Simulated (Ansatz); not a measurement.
Is this Al6N structure a true minimum?

The cell was found from a proposed guess, not taken from experiment.

All numbers below come from Ansatz 0.2.0, DFT PBE, scalar-relativistic, plane waves, PAW. Plane waves to 420 eV, a k mesh through Γ of 12×12×2 on the computed 14-atom cell and Gaussian smearing (0.10 eV); no spin polarisation.

The cell below (14 atoms, space group P3m1 (No. 156)) is relaxed within its symmetry.

```
CELL_PARAMETERS angstrom
2.98421 0.00000 0.00000
-1.49210 2.58440 0.00000
0.00000 0.00000 27.87827
ATOMIC_POSITIONS crystal
Al 0.66667 0.33333 0.67572
Al 0.00000 0.00000 0.75630
Al 0.33333 0.66667 0.83765
Al 0.33333 0.66667 0.59453
Al 0.33333 0.66667 0.09069
Al 0.66667 0.33333 0.18449
Al 0.00000 0.00000 0.99808
Al 0.00000 0.00000 0.27121
Al 0.66667 0.33333 0.91897
Al 0.66667 0.33333 0.43189
Al 0.00000 0.00000 0.51337
Al 0.33333 0.66667 0.35075
N 0.00000 0.00000 0.06628
N 0.33333 0.66667 0.15838
```

For the test it was strained at random (σ = 1.5 % a component), the atoms were moved at random (σ = 0.05 Å), and all was relaxed again on a coarse 12×12×1 mesh (in the run’s order of axes) with 0.20 eV smearing, with no symmetry imposed.

Problem. What happens?

Solution. It returns, within 1 meV/atom of the unmoved cell on that mesh and with the same symmetry when read at 0.1 Å. So it is stable against the distortions that fit this cell and that this random move excites. Modes that don't fit the cell aren't tested.
